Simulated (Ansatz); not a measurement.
## Hf: stiffness from a series of strains

```yaml
crystal:
  lattice:
    - [-1.80500, 1.80500, 1.80500]
    - [1.80500, -1.80500, 1.80500]
    - [1.80500, 1.80500, -1.80500]
  atoms:
    - { symbol: Hf, position: [0.00000, 0.00000, 0.00000] }
```

The geometry is COD entry 1522789, unchecked; take it as a test cell.

Spin–orbit coupling is left out, though it moves levels of the heavy atoms by tenths of an eV or more.

Level of theory: DFT, PBEsol, all-electron LAPW, scalar-relativistic (Ansatz 0.2.0).

Numerical set-up: a Γ-centred 16×16×16 k mesh, Fermi–Dirac smearing of 0.08 eV, basis error target 1 meV/atom, no spin polarisation.

The strain is applied along the Cartesian axes of the cell as listed (the other components stay zero). Fractional coordinates are held (clamped ions).

σ is the change of stress from the unstrained cell, which is at -8.89 GPa; tension is positive, so slopes are stress–strain coefficients at that pressure. In a metal the k mesh adds noise.

Only quantities that a quadratic follows smoothly over the whole series are listed; rougher ones are left out.

```csv
εzz,σzz (GPa),σxx (GPa)
-0.0200,-0.97,-1.90
0.0000,0.00,0.00
0.0100,0.43,0.87
0.0200,0.82,1.69
```

Problem. Fit the series and read off the stiffness at zero strain.

Solution. Least-squares fits y = p0 + p1 x + p2 x² to the rows give σzz (GPa): p1 = 44.8, p2 = -190; σxx (GPa): p1 = 89.7, p2 = -260. So C11 = 45 GPa and C12 = 90 GPa, which gives B = (C11 + 2 C12)/3 = 75 GPa.

Problem. One run, at εzz = -0.0100, is withheld. Predict its row.

Solution. The fits give -0.47, -0.92; the run gave -0.47, -0.92.
